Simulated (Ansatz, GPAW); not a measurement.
This is a calculation of Ti3S2 for GPAW 26.7.0 (ASE script). The cell comes from a database or a generator and needn't be the stable form of this composition.

The input run.py:

```python
from ase import Atoms
from ase.dft.bandgap import bandgap
from ase.io import write
from ase.units import Bohr, GPa
from gpaw import GPAW, PW, setup_paths
from gpaw.elf import elf_from_dft_calculation

setup_paths.insert(0, '.')

atoms = Atoms(['Ti', 'Ti', 'Ti', 'S', 'S'],
              cell=[[2.7131139241, 1.5664170544, 3.2376184047],
                    [-2.7131139241, 1.5664170544, 3.2376184047],
                    [0.0, -3.1328341088, 3.2376184047]],
              scaled_positions=[[0.0, 0.335655, 0.664345],
                                [0.664345, 0.0, 0.335655],
                                [0.335655, 0.664345, 0.0],
                                [0.167839, 0.167839, 0.167839],
                                [0.832161, 0.832161, 0.832161]],
              pbc=True)

calc = GPAW(mode=PW(600),
            xc='PBEsol',
            kpts={'size': (6, 6, 6), 'gamma': True},
            occupations={'name': 'fermi-dirac', 'width': 0.05},
            nbands=44,
            convergence={'density': 1e-05, 'energy': 1e-05},
            maxiter=150,
            txt='gpaw.txt')
atoms.calc = calc
energy = atoms.get_potential_energy()
forces = atoms.get_forces()
stress = atoms.get_stress()
calc.write('gs.gpw')
write('result.traj', atoms)
print(f'Energy: {energy:.6f} eV')
print('Forces (eV/A):')
print(forces.round(4))
print('Stress (GPa):', (stress / GPa).round(3))
print('Fermi level:', round(calc.get_fermi_level(), 4), 'eV')
print(f'Gap: {bandgap(calc)[0]:.4f} eV, direct: {bandgap(calc, direct=True)[0]:.4f} eV')

# fields on the real-space grid
write('density.cube', atoms, data=calc.get_pseudo_density() * Bohr**3)
write('potential.cube', atoms, data=calc.get_electrostatic_potential())
write('elf.cube', atoms, data=elf_from_dft_calculation(calc).data)
```

Potentials or basis: PAW data sets generated in the run's folder for this functional, pw.

Launch:

```bash
$ gpaw-setup -f PBEsol S Ti
$ OMP_NUM_THREADS=1 python run.py
```

Question: Translate it to Ansatz 0.2.0. Potentials or basis there: Ansatz PAW, cutoff 420 eV.

Answer: As run (cutoffs and basis follow the program's own potentials, and thresholds, step limits or extra output files can differ):

File input.yaml:

```yaml
crystal:
  lattice:
    - [2.7131139241, 1.5664170544, 3.2376184047]
    - [-2.7131139241, 1.5664170544, 3.2376184047]
    - [0.0, -3.1328341088, 3.2376184047]
  atoms:
    - { symbol: Ti, position: [0.0, 0.335655, 0.664345] }
    - { symbol: Ti, position: [0.664345, 0.0, 0.335655] }
    - { symbol: Ti, position: [0.335655, 0.664345, 0.0] }
    - { symbol: S, position: [0.167839, 0.167839, 0.167839] }
    - { symbol: S, position: [0.832161, 0.832161, 0.832161] }
hamiltonian:
  xc: pbesol
  pseudopotentials: { kind: paw }
kpoints:
  mp_grid: { grid: [6, 6, 6] }
scf:
  occupations: { method: fermi_dirac, width: 0.05 }
output:
  forces: true
  stress: true
  eigenvalues: true
```

Potentials or basis: Ansatz PAW.

Run with:

```bash
$ ansatz run input.yaml --threads 1 --pin off --max-ram 3584MiB --backend cpu --events-out ev --progress --plain --runs-dir out
```

Both were run:

|  | GPAW | Ansatz |
| --- | --- | --- |
| Pressure | -4.4 GPa | -4.5 GPa |

Ansatz's pressure holds a Pulay term of +0.01 GPa for its cutoff of 420 eV, which the other run lacks.

Ansatz's potentials were made for PBE.

Where Ansatz's input types no cutoff or centring, it takes its own default and a Γ-centred mesh.

Pressure is positive in compression.
